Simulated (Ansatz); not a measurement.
## Bands of TiN

```yaml
crystal:
  lattice:
    - [0.00000, 2.12344, 2.12344]
    - [2.12344, 0.00000, 2.12344]
    - [2.12344, 2.12344, 0.00000]
  atoms:
    - { symbol: Ti, position: [0.00000, 0.00000, 0.00000] }
    - { symbol: N, position: [0.50000, 0.50000, 0.50000] }
```

Atoms are numbered in the order listed.

The structure comes from a relaxation in the same program, started in the rocksalt type, and has space group Fm-3m. Whether it is a known phase or the ground state wasn't checked.

Spin polarisation is left out, and whether a magnetic state lies lower isn't shown here.

Level of theory: DFT, PBE, all-electron LAPW, scalar-relativistic (Ansatz 0.2.0).

The runs use a Γ-centred 16×16×16 k mesh, Fermi–Dirac smearing of 0.03 eV, basis error target 0.5 meV/atom, no spin polarisation.

Points in fractions of the reciprocal vectors of this cell: Γ (0, 0, 0), X (0.5, 0, 0.5), U (0.625, 0.25, 0.625), K (0.375, 0.375, 0.75), L (0.5, 0.5, 0.5), W (0.5, 0.25, 0.75). The path joins them by straight lines in the order Γ–X–U–K–Γ–L–W–X; legs that retrace an earlier one aren't tabulated. Energies are in eV from the Fermi level.

**Question.** Metal or insulator at this level of theory?

**Answer.** No gap opens: metallic or semimetallic.

**Question.** Tabulate bands 12 to 16, counted from the lowest band of the run, along the path.

**Answer.** 
| k (1/Å) | point | band 12 | band 13 | band 14 | band 15 | band 16 |
| --- | --- | --- | --- | --- | --- | --- |
| 0.00 | Γ | -2.06 | -2.06 | -0.62 | -0.62 | -0.62 |
| 0.21 |  | -2.38 | -2.38 | -0.78 | -0.15 | -0.15 |
| 0.42 |  | -2.85 | -2.85 | -1.18 | 0.70 | 0.70 |
| 0.63 |  | -3.17 | -3.17 | -1.72 | 0.96 | 1.51 |
| 0.85 |  | -3.32 | -3.32 | -2.25 | 1.19 | 2.09 |
| 1.06 |  | -3.33 | -3.33 | -2.69 | 1.41 | 2.34 |
| 1.27 |  | -3.27 | -3.27 | -2.97 | 1.57 | 2.38 |
| 1.48 | X | -3.24 | -3.24 | -3.07 | 1.62 | 2.36 |
| 1.55 |  | -3.54 | -3.29 | -2.78 | 1.69 | 2.36 |
| 1.63 |  | -3.92 | -3.40 | -2.42 | 1.86 | 2.33 |
| 1.70 |  | -4.30 | -3.58 | -2.05 | 2.14 | 2.29 |
| 1.78 |  | -4.70 | -3.79 | -1.67 | 2.23 | 2.35 |
| 1.85 |  | -5.08 | -4.02 | -1.29 | 2.16 | 2.34 |
| 1.93 |  | -5.46 | -4.25 | -0.89 | 2.07 | 2.32 |
| 2.00 | U | -5.73 | -4.47 | -0.48 | 1.96 | 2.29 |
| 2.13 |  | -5.67 | -4.63 | -0.18 | 1.83 | 2.29 |
| 2.26 |  | -5.58 | -4.85 | 0.25 | 1.55 | 2.32 |
| 2.39 |  | -5.49 | -5.02 | 0.71 | 1.18 | 2.33 |
| 2.52 |  | -5.49 | -5.02 | 0.71 | 1.18 | 2.33 |
| 2.65 |  | -5.58 | -4.85 | 0.25 | 1.55 | 2.32 |
| 2.78 |  | -5.67 | -4.63 | -0.18 | 1.83 | 2.29 |
| 2.91 | K | -5.73 | -4.47 | -0.48 | 1.96 | 2.29 |
| 3.13 |  | -5.54 | -4.99 | 0.74 | 1.56 | 2.12 |
| 3.36 |  | -5.21 | -5.21 | 1.08 | 1.62 | 1.80 |
| 3.58 |  | -5.08 | -4.70 | 0.57 | 1.35 | 1.70 |
| 3.81 |  | -4.58 | -4.03 | 0.10 | 0.81 | 1.17 |
| 4.03 |  | -3.75 | -3.24 | -0.29 | 0.24 | 0.44 |
| 4.25 |  | -2.72 | -2.46 | -0.54 | -0.31 | -0.21 |
| 4.48 | Γ | -2.06 | -2.06 | -0.62 | -0.62 | -0.62 |
| 4.66 |  | -2.47 | -2.47 | -0.48 | -0.48 | -0.34 |
| 4.84 |  | -3.24 | -3.24 | -0.18 | -0.18 | 0.06 |
| 5.03 |  | -3.99 | -3.99 | 0.23 | 0.23 | 0.46 |
| 5.21 |  | -4.62 | -4.62 | 0.71 | 0.71 | 0.93 |
| 5.39 |  | -5.09 | -5.09 | 1.18 | 1.18 | 1.49 |
| 5.58 |  | -5.38 | -5.38 | 1.53 | 1.53 | 2.06 |
| 5.76 | L | -5.48 | -5.48 | 1.67 | 1.67 | 2.33 |
| 5.91 |  | -5.48 | -5.44 | 1.57 | 1.66 | 2.29 |
| 6.06 |  | -5.47 | -5.34 | 1.34 | 1.62 | 2.22 |
| 6.21 |  | -5.46 | -5.20 | 1.11 | 1.47 | 2.20 |
| 6.36 |  | -5.46 | -5.08 | 0.96 | 1.24 | 2.25 |
| 6.51 |  | -5.47 | -5.04 | 0.89 | 1.04 | 2.32 |
| 6.66 |  | -5.48 | -5.14 | 0.90 | 0.93 | 2.36 |
| 6.81 | W | -5.48 | -5.37 | 0.91 | 0.91 | 2.37 |
| 6.91 |  | -5.31 | -5.28 | 0.38 | 1.36 | 2.37 |
| 7.02 |  | -5.09 | -5.03 | -0.20 | 1.72 | 2.37 |
| 7.12 |  | -4.81 | -4.65 | -0.81 | 1.99 | 2.37 |
| 7.23 |  | -4.48 | -4.20 | -1.43 | 2.17 | 2.37 |
| 7.33 |  | -4.10 | -3.74 | -2.03 | 2.04 | 2.29 |
| 7.44 |  | -3.66 | -3.38 | -2.61 | 1.74 | 2.35 |
| 7.54 | X | -3.24 | -3.24 | -3.07 | 1.62 | 2.36 |
